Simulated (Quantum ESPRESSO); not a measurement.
# Computed records: Zr2TiAl5 (simulated cell), Zr2TiW5 (simulated cell)

Computed with Quantum ESPRESSO 7.5. Calculation on a made-up metal alloy cell, not a measurement: no spin or spin-orbit, unrelaxed, 2900 K smearing, stress positive in tension, cell energy less fitted offsets; periodic Kohn-Sham density functional theory in plane waves with PseudoDojo standard norm-conserving scalar-relativistic pseudopotentials, each functional with its own files (v0.5 for PBE, v0.4.1 for LDA and PBEsol), eight atoms on drawn sites of a strained close-packed or body-centred lattice, each displaced and held fixed; the energy is the cell's free energy, ions and the entropy term -TS included, at the stated Fermi-Dirac width, less a fixed offset for each atom's element (shifted free energy); compositions with an open d shell lost a parallel starting moment in a cheaper test run, and other magnetic orders were not tried; an error bar is the largest change of its kind in a tighter rerun, never given below 0.002 eV, 0.02 GPa or 0.003 eV/angstrom, and covers cutoff and k-mesh only, not smearing or the files.

Common to all runs: functional pbe; cutoff 1143 eV; fermi dirac smearing 0.25 eV; electrons removed 0; run command mpirun -np 4 pw.x -nk 4 -in in.

Notes on all entries: a spin test at this wide smearing found no moment, but such smearing suppresses magnetism that the real alloy may have; lattice, volume and sites are drawn at random and may be unstable or far from any real phase; energies are for the whole cell, less offsets fitted to these runs, so they are not formation energies.

(1) 
```cif
# cell vector a (Å): 3.0313 0.0000 0.0000
# cell vector b (Å): 1.5156 -2.6252 -4.8483
# cell vector c (Å): 1.5156 7.8755 -4.8483
data_Zr2TiAl5
_symmetry_space_group_name_H-M 'P 1'
_symmetry_Int_Tables_number 1
_cell_length_a 3.0313
_cell_length_b 5.7179
_cell_length_c 9.3716
_cell_angle_alpha 84.508
_cell_angle_beta 80.693
_cell_angle_gamma 74.629
_cell_volume 154.33
loop_
_atom_site_label
_atom_site_type_symbol
_atom_site_fract_x
_atom_site_fract_y
_atom_site_fract_z
_atom_site_occupancy
Ti1 Ti 0.04069 0.99896 0.99646 1
Al1 Al 0.94634 0.50130 0.48569 1
Zr1 Zr 0.30013 0.43937 0.02977 1
Al2 Al 0.21811 0.95889 0.55750 1
Zr2 Zr 0.51481 0.26363 0.76609 1
Al3 Al 0.56013 0.73372 0.25150 1
Al4 Al 0.78328 0.19135 0.28519 1
Al5 Al 0.76514 0.71028 0.80248 1
_calc_lattice_type 'hexagonal close-packed'
_calc_run_processor 'Intel Xeon, older, virtual cores'
_calc_k_mesh '10 x 5 x 3 shifted half a step off Gamma on each axis'
_calc_entropy_term_negative_ts -1.236  # eV
_calc_pressure -1.38  # GPa
_calc_stress_xx 2.58  # GPa
_calc_stress_yy 1.96  # GPa
_calc_stress_zz -0.39  # GPa
_calc_stress_yz -0.16  # GPa
_calc_stress_xz -0.13  # GPa
_calc_stress_xy 0.71  # GPa
_calc_shifted_free_energy 0.453  # eV
```

Atoms:
| atoms element | atom site | atom energy offset (eV) |
| --- | --- | --- |
| Ti | 1 | -1615.4 |
| Al | 2 | -63.26 |
| Zr | 3 | -1377.61 |
| Al | 4 | -63.26 |
| Zr | 5 | -1377.61 |
| Al | 6 | -63.26 |
| Al | 7 | -63.26 |
| Al | 8 | -63.26 |

Forces:
| site | x (eV/Å) | y (eV/Å) | z (eV/Å) |
| --- | --- | --- | --- |
| 1 | -0.069 | 1.221 | 0.716 |
| 2 | 0.389 | 0.594 | -0.036 |
| 3 | 0.013 | 1.23 | -2.069 |
| 4 | 0.173 | -0.369 | 0.136 |
| 5 | -0.331 | -1.783 | 1.955 |
| 6 | -0.253 | -0.256 | -0.249 |
| 7 | 0.02 | 0.124 | -0.01 |
| 8 | 0.058 | -0.761 | -0.443 |

Notes: error bars: energy 0.0046 eV, stress 0.07 GPa, force 0.0038 eV/Å, from a tighter rerun of a related cell, whose elements or sites may differ; 15 SCF iterations, 328 s of wall time on a shared machine.

(2) 
```cif
# cell vector a (Å): 3.0313 0.0000 0.0000
# cell vector b (Å): 1.5156 -2.6252 -4.8483
# cell vector c (Å): 1.5156 7.8755 -4.8483
data_Zr2TiAl5
_symmetry_space_group_name_H-M 'P 1'
_symmetry_Int_Tables_number 1
_cell_length_a 3.0313
_cell_length_b 5.7179
_cell_length_c 9.3716
_cell_angle_alpha 84.508
_cell_angle_beta 80.693
_cell_angle_gamma 74.629
_cell_volume 154.33
loop_
_atom_site_label
_atom_site_type_symbol
_atom_site_fract_x
_atom_site_fract_y
_atom_site_fract_z
_atom_site_occupancy
Zr1 Zr 0.04069 0.99896 0.99646 1
Zr2 Zr 0.94634 0.50130 0.48569 1
Al1 Al 0.30013 0.43937 0.02977 1
Al2 Al 0.21811 0.95889 0.55750 1
Ti1 Ti 0.51481 0.26363 0.76609 1
Al3 Al 0.56013 0.73372 0.25150 1
Al4 Al 0.78328 0.19135 0.28519 1
Al5 Al 0.76514 0.71028 0.80248 1
_calc_lattice_type 'hexagonal close-packed'
_calc_run_processor 'Intel Xeon, older, virtual cores'
_calc_k_mesh '10 x 5 x 3 shifted half a step off Gamma on each axis'
_calc_entropy_term_negative_ts -1.187  # eV
_calc_pressure -2.63  # GPa
_calc_stress_xx 2.37  # GPa
_calc_stress_yy 2.8  # GPa
_calc_stress_zz 2.71  # GPa
_calc_stress_yz 0.72  # GPa
_calc_stress_xz -0.15  # GPa
_calc_stress_xy -1.05  # GPa
_calc_shifted_free_energy -0.629  # eV
```

Atoms:
| atoms element | atom site | atom energy offset (eV) |
| --- | --- | --- |
| Zr | 1 | -1377.61 |
| Zr | 2 | -1377.61 |
| Al | 3 | -63.26 |
| Al | 4 | -63.26 |
| Ti | 5 | -1615.4 |
| Al | 6 | -63.26 |
| Al | 7 | -63.26 |
| Al | 8 | -63.26 |

Forces:
| site | x (eV/Å) | y (eV/Å) | z (eV/Å) |
| --- | --- | --- | --- |
| 1 | -0.235 | 0.92 | 0.088 |
| 2 | 1.141 | 1.09 | -0.511 |
| 3 | 0.008 | 0.248 | -0.981 |
| 4 | 0.11 | -0.082 | -0.219 |
| 5 | -0.23 | -0.757 | 0.873 |
| 6 | -0.631 | -0.96 | 0.119 |
| 7 | -0.239 | -0.004 | -0.098 |
| 8 | 0.076 | -0.454 | 0.729 |

Notes: error bars: energy 0.0046 eV, stress 0.07 GPa, force 0.0038 eV/Å, from a tighter rerun of a related cell, whose elements or sites may differ; 15 SCF iterations, 341 s of wall time on a shared machine.

(3) 
```cif
# cell vector a (Å): 3.0313 0.0000 0.0000
# cell vector b (Å): 1.5156 -2.6252 -4.8483
# cell vector c (Å): 1.5156 7.8755 -4.8483
data_Zr2TiAl5
_symmetry_space_group_name_H-M 'P 1'
_symmetry_Int_Tables_number 1
_cell_length_a 3.0313
_cell_length_b 5.7179
_cell_length_c 9.3716
_cell_angle_alpha 84.508
_cell_angle_beta 80.693
_cell_angle_gamma 74.629
_cell_volume 154.33
loop_
_atom_site_label
_atom_site_type_symbol
_atom_site_fract_x
_atom_site_fract_y
_atom_site_fract_z
_atom_site_occupancy
Ti1 Ti 0.04069 0.99896 0.99646 1
Al1 Al 0.94634 0.50130 0.48569 1
Al2 Al 0.30013 0.43937 0.02977 1
Zr1 Zr 0.21811 0.95889 0.55750 1
Al3 Al 0.51481 0.26363 0.76609 1
Zr2 Zr 0.56013 0.73372 0.25150 1
Al4 Al 0.78328 0.19135 0.28519 1
Al5 Al 0.76514 0.71028 0.80248 1
_calc_lattice_type 'hexagonal close-packed'
_calc_run_processor 'Intel Xeon, older, virtual cores'
_calc_k_mesh '10 x 5 x 3 shifted half a step off Gamma on each axis'
_calc_entropy_term_negative_ts -1.316  # eV
_calc_pressure -4.06  # GPa
_calc_stress_xx 3.11  # GPa
_calc_stress_yy 3.96  # GPa
_calc_stress_zz 5.1  # GPa
_calc_stress_yz -1.3  # GPa
_calc_stress_xz -0.93  # GPa
_calc_stress_xy -0.15  # GPa
_calc_shifted_free_energy -0.613  # eV
```

Atoms:
| atoms element | atom site | atom energy offset (eV) |
| --- | --- | --- |
| Ti | 1 | -1615.4 |
| Al | 2 | -63.26 |
| Al | 3 | -63.26 |
| Zr | 4 | -1377.61 |
| Al | 5 | -63.26 |
| Zr | 6 | -1377.61 |
| Al | 7 | -63.26 |
| Al | 8 | -63.26 |

Forces:
| site | x (eV/Å) | y (eV/Å) | z (eV/Å) |
| --- | --- | --- | --- |
| 1 | -0.053 | -0.201 | 0.131 |
| 2 | 0.557 | 1.086 | 0.043 |
| 3 | 0.059 | 0.459 | -0.673 |
| 4 | 0.199 | 0.144 | -0.128 |
| 5 | -0.132 | -0.237 | 0.552 |
| 6 | -0.504 | -1.14 | 0.219 |
| 7 | -0.019 | -0.039 | -0.06 |
| 8 | -0.108 | -0.072 | -0.084 |

Notes: error bars: energy 0.0046 eV, stress 0.07 GPa, force 0.0038 eV/Å, from a tighter rerun of a related cell, whose elements or sites may differ; 15 SCF iterations, 330 s of wall time on a shared machine.

(4) 
```cif
# cell vector a (Å): 0.0100 2.0618 1.9812
# cell vector b (Å): -3.9871 2.0798 -2.0192
# cell vector c (Å): -3.9875 -6.2798 6.0180
data_Zr2TiW5
_symmetry_space_group_name_H-M 'P 1'
_symmetry_Int_Tables_number 1
_cell_length_a 2.8594
_cell_length_b 4.9295
_cell_length_c 9.5683
_cell_angle_alpha 101.389
_cell_angle_beta 92.230
_cell_angle_gamma 88.993
_cell_volume 132.11
loop_
_atom_site_label
_atom_site_type_symbol
_atom_site_fract_x
_atom_site_fract_y
_atom_site_fract_z
_atom_site_occupancy
Zr1 Zr 0.00481 0.01721 0.00678 1
W1 W 0.02040 0.26079 0.75401 1
W2 W 0.98202 0.50699 0.50541 1
Zr2 Zr 0.01567 0.75216 0.24648 1
W3 W 0.49194 0.00295 0.49995 1
Ti1 Ti 0.46584 0.24609 0.24684 1
W4 W 0.51640 0.50356 0.00078 1
W5 W 0.49179 0.74393 0.73983 1
_calc_lattice_type 'face-centred cubic'
_calc_run_processor 'Intel Xeon, 2023 or later, virtual cores'
_calc_k_mesh '8 x 5 x 3 shifted half a step off Gamma on each axis'
_calc_entropy_term_negative_ts -1.932  # eV
_calc_pressure 17.67  # GPa
_calc_stress_xx -14.84  # GPa
_calc_stress_yy -22.28  # GPa
_calc_stress_zz -15.9  # GPa
_calc_stress_yz -0.69  # GPa
_calc_stress_xz -0.38  # GPa
_calc_stress_xy 0.66  # GPa
_calc_shifted_free_energy 1.001  # eV
```

Atoms:
| atoms element | atom site | atom energy offset (eV) |
| --- | --- | --- |
| Zr | 1 | -1377.61 |
| W | 2 | -2063.48 |
| W | 3 | -2063.48 |
| Zr | 4 | -1377.61 |
| W | 5 | -2063.48 |
| Ti | 6 | -1615.4 |
| W | 7 | -2063.48 |
| W | 8 | -2063.48 |

Forces:
| site | x (eV/Å) | y (eV/Å) | z (eV/Å) |
| --- | --- | --- | --- |
| 1 | 1.464 | 0.527 | -0.911 |
| 2 | 0.378 | 0.022 | -0.047 |
| 3 | 0.821 | 0.175 | -0.3 |
| 4 | 0.121 | -1.049 | 0.582 |
| 5 | -1.141 | -0.191 | 0.497 |
| 6 | -1.74 | -0.34 | 0.892 |
| 7 | 0.515 | 0.835 | -0.715 |
| 8 | -0.418 | 0.021 | 0.002 |

Notes: heavy elements are run without spin-orbit coupling, which real alloys of them have; error bars: energy 0.0064 eV, stress 0.028 GPa, force 0.0061 eV/Å, from a tighter rerun of a related cell, whose elements or sites may differ; 21 SCF iterations, 369 s of wall time on a shared machine.

(5) 
```cif
# cell vector a (Å): 0.0100 2.0618 1.9812
# cell vector b (Å): -3.9871 2.0798 -2.0192
# cell vector c (Å): -3.9875 -6.2798 6.0180
data_Zr2TiW5
_symmetry_space_group_name_H-M 'P 1'
_symmetry_Int_Tables_number 1
_cell_length_a 2.8594
_cell_length_b 4.9295
_cell_length_c 9.5683
_cell_angle_alpha 101.389
_cell_angle_beta 92.230
_cell_angle_gamma 88.993
_cell_volume 132.11
loop_
_atom_site_label
_atom_site_type_symbol
_atom_site_fract_x
_atom_site_fract_y
_atom_site_fract_z
_atom_site_occupancy
Zr1 Zr 0.00481 0.01721 0.00678 1
W1 W 0.02040 0.26079 0.75401 1
W2 W 0.98202 0.50699 0.50541 1
Ti1 Ti 0.01567 0.75216 0.24648 1
Zr2 Zr 0.49194 0.00295 0.49995 1
W3 W 0.46584 0.24609 0.24684 1
W4 W 0.51640 0.50356 0.00078 1
W5 W 0.49179 0.74393 0.73983 1
_calc_lattice_type 'face-centred cubic'
_calc_run_processor 'Intel Xeon, 2023 or later, virtual cores'
_calc_k_mesh '8 x 5 x 3 shifted half a step off Gamma on each axis'
_calc_entropy_term_negative_ts -1.978  # eV
_calc_pressure 18.99  # GPa
_calc_stress_xx -15.86  # GPa
_calc_stress_yy -24.08  # GPa
_calc_stress_zz -17.03  # GPa
_calc_stress_yz 0.21  # GPa
_calc_stress_xz -0.38  # GPa
_calc_stress_xy 0.47  # GPa
_calc_shifted_free_energy 1.084  # eV
```

Atoms:
| atoms element | atom site | atom energy offset (eV) |
| --- | --- | --- |
| Zr | 1 | -1377.61 |
| W | 2 | -2063.48 |
| W | 3 | -2063.48 |
| Ti | 4 | -1615.4 |
| Zr | 5 | -1377.61 |
| W | 6 | -2063.48 |
| W | 7 | -2063.48 |
| W | 8 | -2063.48 |

Forces:
| site | x (eV/Å) | y (eV/Å) | z (eV/Å) |
| --- | --- | --- | --- |
| 1 | 1.863 | 0.242 | -0.617 |
| 2 | -0.694 | -0.549 | 0.689 |
| 3 | 1.129 | 0.683 | -0.87 |
| 4 | 0.922 | -0.546 | -0.059 |
| 5 | -0.08 | 0.52 | -0.18 |
| 6 | -2.327 | -0.341 | 1.062 |
| 7 | -0.368 | 0.448 | -0.459 |
| 8 | -0.445 | -0.457 | 0.434 |

Notes: heavy elements are run without spin-orbit coupling, which real alloys of them have; error bars: energy 0.0064 eV, stress 0.028 GPa, force 0.0061 eV/Å, from a tighter rerun of a related cell, whose elements or sites may differ; 20 SCF iterations, 356 s of wall time on a shared machine.
